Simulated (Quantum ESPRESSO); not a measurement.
pw.x input (Quantum ESPRESSO 7.5; PBEsol, PseudoDojo standard norm-conserving files, fully relativistic):

```
&CONTROL
  calculation = 'scf'
  pseudo_dir = './pseudo'
  outdir = './out'
  tprnfor = .true.
  tstress = .true.
/
&SYSTEM
  ibrav = 0
  nat = 6
  ntyp = 3
  ecutwfc = 72.0
  ecutrho = 288.0
  occupations = 'smearing'
  smearing = 'fd'
  degauss = 0.002
  nbnd = 36
  noncolin = .true.
  lspinorb = .true.
/
&ELECTRONS
  conv_thr = 6e-10
/
ATOMIC_SPECIES
H 1.0080 H.upf
Sr 87.6200 Sr.upf
I 126.9045 I.upf
CELL_PARAMETERS angstrom
  4.242730017000   0.000000000000   0.000000000000
 -2.121365008000   3.674311976000   0.000000000000
  0.000000000000   0.000000000000   7.682750000000
ATOMIC_POSITIONS crystal
H   0.000000000000   0.000000000000   0.500000000000
H   0.666666667000   0.333333333000   0.357250000000
H   0.333333333000   0.666666667000   0.642750000000
Sr   0.666666667000   0.333333333000   0.678660000000
Sr   0.333333333000   0.666666667000   0.321340000000
I   0.000000000000   0.000000000000   0.000000000000
K_POINTS automatic
9 9 4 0 0 0
```

End of the output:

```

[...]
     the Fermi energy is     7.6797 ev
!    total energy              =    -166.56770235 Ry
     estimated scf accuracy    <          6.2E-11 Ry
     smearing contrib. (-TS)   =      -0.00000000 Ry
     internal energy E=F+TS    =    -166.56770235 Ry
     The total energy is F=E-TS. E is the sum of the following terms:
     one-electron contribution =     -35.06558329 Ry
     hartree contribution      =      26.46328863 Ry
     xc contribution           =     -43.31592162 Ry
     ewald contribution        =    -114.64948607 Ry
     convergence has been achieved in  10 iterations
     Forces acting on atoms (cartesian axes, Ry/au):
     atom    1 type  1   force =     0.00000000   -0.00000000    0.00000000
     atom    2 type  1   force =     0.00000000    0.00000000    0.00093850
     atom    3 type  1   force =    -0.00000000   -0.00000000   -0.00093850
     atom    4 type  2   force =     0.00000000    0.00000000   -0.00016313
     atom    5 type  2   force =    -0.00000000   -0.00000000    0.00016313
     atom    6 type  3   force =     0.00000000    0.00000000    0.00000000
     Total force =     0.001347     Total SCF correction =     0.000032
     Computing stress (Cartesian axis) and pressure
          total   stress  (Ry/bohr**3)                   (kbar)     P=      -17.59
  -0.00011871   0.00000000   0.00000000          -17.46        0.00        0.00
   0.00000000  -0.00011871   0.00000000            0.00      -17.46        0.00
   0.00000000   0.00000000  -0.00012140            0.00        0.00      -17.86
```
In a gapped system the printed Fermi energy is only some level inside the gap.

Geometry of the Materials Project entry, not relaxed at this level.
